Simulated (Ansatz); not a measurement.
In:
```
In
1.0
    3.27389     0.00000     0.00000
   -1.63695     2.83527     0.00000
    0.00000     0.00000    11.03617
In
4
Direct
  0.00000   0.00000   0.00000
  0.00000   0.00000   0.50000
  0.33333   0.66667   0.25000
  0.66667   0.33333   0.75000
```

Relaxed with PBEsol. Special points in fractions of this cell's reciprocal vectors: Γ (0.000, 0.000, 0.000); M (0.500, 0.000, 0.000); K (0.333, 0.333, 0.000); A (0.000, 0.000, 0.500); L (0.500, 0.000, 0.500); H (0.333, 0.333, 0.500).

### Question
List the band energies nearest the Fermi level at these points for plane-wave PAW PBEsol (Ansatz code).

### Answer
In eV from the Fermi level; about four levels below and three above (degenerate sets whole), none deeper than 8.9 eV; points with the same levels are listed once.

```csv
k,below,above
Γ,-8.40 -8.38 -4.72 -3.63,2.64 2.65 8.89 8.89
M,-3.48 -3.15 -3.03 -2.92,0.08 0.12 1.30
K,-1.01 -1.01 -1.00 -1.00,1.84 2.01 2.01
A,-6.67 -6.67 -1.02 -1.02,6.77 6.77 9.14 9.14 9.14 9.14
L,-1.70 -1.70 -1.32 -1.32,3.27 3.27 4.72 4.72
H,-1.69 -1.69 -0.08 -0.08,0.45 0.45 0.64 0.64
```

Space group P6_3/mmc (dhcp (α-La type)). The workflow started from a Materials Project entry (that database holds measured and hypothetical structures alike); the Crystallography Open Database copy checked does not list it. It is not the phase usual at ambient conditions (space group No. 139). The cell was relaxed with PBEsol under the symmetry of its start; whether a distortion lowers the energy is not shown. Spin–orbit coupling is left out wherever it is not named.

Potentials: the later of the program's two PAW sets.
